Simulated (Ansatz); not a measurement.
TiBr2:
```
CELL_PARAMETERS angstrom
      3.50818     0.00000     0.00000
     -1.75409     3.03817     0.00000
      0.00000     0.00000     6.66017
ATOMIC_POSITIONS crystal
  Br 0.33333 0.66667 0.24907
  Br 0.66667 0.33333 0.75093
  Ti 0.00000 0.00000 0.00000
```

Relaxed with r²SCAN+D4.

Question: Map the electron localisation function on the plane through (0.333, 0.667, 0.249) spanned by u = [0, 0, 1] and v = [1, -1, 0] in lattice vectors, from r²SCAN+D4 in the plane-wave PAW code Ansatz.

Answer: x is the fraction of u, y of v (the angle between them is 90°; rows are the nearest grid lines); atoms in the plane: Br at (0.00, 0.00), Br at (0.50, 0.33), Ti at (0.75, 0.67).
```
|  .%@@@#=             ..:-+#%%*   |
|  -%@@@#-             ..:-+#%%#:  |
|#%@@@@%+.            .....:+#@@@%#|
|@@@@@%*-               .  .:+%@@@@|
|@@@%%#=.          ..  ....  .+%@@@|
|++=-:.           ... .=###*=. .-=+|
|:...             ....=*#*+**=:..::|
|.                 ..:+#+: -*#=....|
|                  ..:*#=  .*#+..  |
|              ..::...-+*++*#+:... |
|           .:-==++=:..:+*##*-. .. |
|          .-+*##%%#*-. .-++-.  .. |
|         .+#%@@@@@@@@#=.  ..      |
|         -*%@@@%##%@@%*-.....     |
|        .=#@@@%+..=#@%#+-:...     |
|        .+%@@@+    :#%%*=:..      |
|        .+%@@@*    =%%#*=:..      |
|..       =#@@@%=..-#@%#+-:........|
|===-:    :*%@@@%##%@@%#+-:..::-===|
|@@%%#*-   .=#%%@@@%%#*=-:.:-+#%%%@|
|@@@@@%*:   .=*#####*+=-:.:-+*%@@@@|
|#%@@@@#=.   .:-====--:...:-*#%@%##|
|  -%@@@#-             ..:-+#%%#:  |
|  .%@@@#=             ..:-+#%%*   |
```
Scale: ten equal steps from -0.001 (start of ' ') to 0.911 (end of '@'), in the order ' .:-=+*#%@'; x runs from 0.000 to 1.00, y from 0.000 (bottom) to 1.00 (top).

The density is the valence pseudo-density with augmentation charge, so density and ELF within about 1 Å of a nucleus are not all-electron values.

Space group P-3m1 (CdI2 type). The workflow started from an entry of the Crystallography Open Database (COD). Whether it is the stable phase at ambient conditions was not checked. The r²SCAN+D4 relaxation kept the symmetry of its start; whether a distortion lowers the energy is not shown. No spin polarisation was allowed. The volume lies over 15 % below that of the usual cell of this phase: another minimum, or an error of the functional.

Potentials: the later of the program's two PAW sets.
